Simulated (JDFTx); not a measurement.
Input for JDFTx (a modified build): norbornadiene, C7H8 (SMILES C1=CC2C=CC1C2), charge 0, multiplicity 1, vacuum; lengths in bohr, energies in hartree.

```
lattice \
  18.8972612463 0.0000000000 0.0000000000 \
  0.0000000000 19.8421243086 0.0000000000 \
  0.0000000000 0.0000000000 17.0075351216
coords-type Cartesian
ion C -2.2936981141 -1.2384231352 -1.8936642754 0
ion C -2.2817953146 1.2637597798 -1.8931472872 0
ion C 0.0089836888 2.1013010744 -0.3692496570 0
ion C 2.2945921734 1.2453987980 -1.8902493912 0
ion C 2.2837649129 -1.2568588900 -1.8952574334 0
ion C -0.0077989519 -2.0994729004 -0.3759164890 0
ion C 0.0000986199 -0.0023402353 1.6405915057 0
ion H -3.5731433085 -2.5108012642 -2.8198358720 0
ion H -3.5483042269 2.5499279915 -2.8179113115 0
ion H 0.0165778975 4.0527288103 0.2671961191 0
ion H 3.5731433085 2.5212784521 -2.8126155854 0
ion H 3.5522163329 -2.5388950942 -2.8233761811 0
ion H -0.0155143438 -4.0527288103 0.2553848677 0
ion H 1.6860673680 -0.0119969868 2.8233761811 0
ion H -1.6865417964 0.0017947567 2.8225786167 0
ion-species pseudo/c_pbe_v1.2.upf
ion-species pseudo/h_pbe_v1.4.upf
elec-cutoff 20 100
elec-ex-corr gga-PBE
symmetries none
coulomb-interaction Isolated
coulomb-truncation-embed 0 0 0
elec-n-bands 18
electronic-minimize nIterations 150 energyDiffThreshold 1e-7
dump-name s0.$VAR
dump End State Ecomponents EigStats BandEigs Forces ElecDensity IonicPositions
```

The minimisation and the closing blocks of the log:

```
ElecMinimize: Iter:   0  Etot: -43.960100138959703  |grad|_K:  1.179e-03  alpha:  1.000e+00
ElecMinimize: Iter:   1  Etot: -44.540964196917244  |grad|_K:  3.415e-04  alpha:  8.572e-01  linmin: -2.710e-02
ElecMinimize: Iter:   2  Etot: -44.585521307174623  |grad|_K:  1.291e-04  alpha:  7.723e-01  linmin:  2.469e-03
ElecMinimize: Iter:   3  Etot: -44.593295532054270  |grad|_K:  5.032e-05  alpha:  9.539e-01  linmin: -2.559e-03
ElecMinimize: Iter:   4  Etot: -44.594602219926259  |grad|_K:  2.254e-05  alpha:  1.052e+00  linmin: -8.744e-04
ElecMinimize: Iter:   5  Etot: -44.594859158802841  |grad|_K:  1.027e-05  alpha:  1.032e+00  linmin:  4.712e-04
ElecMinimize: Iter:   6  Etot: -44.594915263834494  |grad|_K:  5.032e-06  alpha:  1.086e+00  linmin:  6.347e-05
ElecMinimize: Iter:   7  Etot: -44.594927973798022  |grad|_K:  2.439e-06  alpha:  1.025e+00  linmin: -9.859e-06
ElecMinimize: Iter:   8  Etot: -44.594930994484749  |grad|_K:  1.225e-06  alpha:  1.036e+00  linmin:  6.225e-06
ElecMinimize: Iter:   9  Etot: -44.594931837813292  |grad|_K:  5.935e-07  alpha:  1.148e+00  linmin: -1.575e-05
ElecMinimize: Iter:  10  Etot: -44.594932046050452  |grad|_K:  3.126e-07  alpha:  1.207e+00  linmin: -1.630e-05
ElecMinimize: Iter:  11  Etot: -44.594932098339534  |grad|_K:  1.591e-07  alpha:  1.093e+00  linmin:  1.067e-04
ElecMinimize: Iter:  12  Etot: -44.594932111144985  |grad|_K:  7.791e-08  alpha:  1.033e+00  linmin: -5.407e-04
ElecMinimize: Converged (|Delta Etot|<1.000000e-07 for 2 iters).

# Ionic positions in cartesian coordinates:
ion C  -2.293698114100000  -1.238423135200000  -1.893664275400000 0
ion C  -2.281795314600000   1.263759779800000  -1.893147287200000 0
ion C   0.008983688800000   2.101301074400000  -0.369249657000000 0
ion C   2.294592173399999   1.245398798000000  -1.890249391200000 0
ion C   2.283764912900000  -1.256858890000000  -1.895257433400000 0
ion C  -0.007798951900000  -2.099472900400000  -0.375916489000000 0
ion C   0.000098619900000  -0.002340235300000   1.640591505700000 0
ion H  -3.573143308500000  -2.510801264200000  -2.819835872000000 0
ion H  -3.548304226900000   2.549927991500000  -2.817911311500001 0
ion H   0.016577897500000   4.052728810300000   0.267196119100000 0
ion H   3.573143308500000   2.521278452100000  -2.812615585400000 0
ion H   3.552216332900000  -2.538895094200000  -2.823376181100000 0
ion H  -0.015514343800000  -4.052728810300000   0.255384867700000 0
ion H   1.686067368000000  -0.011996986800000   2.823376181100000 0
ion H  -1.686541796400000   0.001794756700000   2.822578616700000 0

# Forces in Cartesian coordinates:
force C  -0.004422003046431  -0.007820958902787   0.002935023592564 0
force C  -0.004374649042509   0.007807214413707   0.003459252370359 0
force C   0.000078532230135   0.002889834372268  -0.001598821562226 0
force C   0.004388625844010   0.007732429285558   0.003218574340468 0
force C   0.004466020332717  -0.007793181892255   0.003179642330960 0
force C  -0.000128757741922  -0.002902127148369  -0.001481960723846 0
force C  -0.000004871440753  -0.000023446306284   0.004283825256087 0
force H  -0.008439368527003  -0.006995959110039  -0.006910527592479 0
force H  -0.008419575374480   0.007058193609529  -0.006879497422637 0
force H   0.000024088738908   0.007901854902222   0.002673927907557 0
force H   0.008482432148983   0.007005080224705  -0.006905166842264 0
force H   0.008355912225229  -0.007064302725644  -0.006863849988635 0
force H  -0.000032461075303  -0.007863673419596   0.002599292268311 0
force H   0.007646010560151   0.000014700604570   0.004116682969677 0
force H  -0.007621980390680   0.000053135562564   0.004096439070943 0

# Energy components:
   Eewald =      149.2941416461811741
       EH =      182.6029813632564185
     Eloc =     -393.5183532915255000
      Enl =        5.4001912440586919
      Exc =      -15.5813009512308316
 Exc_core =        0.2357304875095324
       KE =       26.9716773906055671
-------------------------------------
     Etot =      -44.5949321111449848


	eMin: -0.823208 at state 0 ( [ +0.000000 +0.000000 +0.000000 ] spin 0 )
	HOMO: -0.196460 at state 0 ( [ +0.000000 +0.000000 +0.000000 ] spin 0 )
```

The run took 13 electronic cycles; the highest occupied level lies at -5.35 eV from the vacuum level.
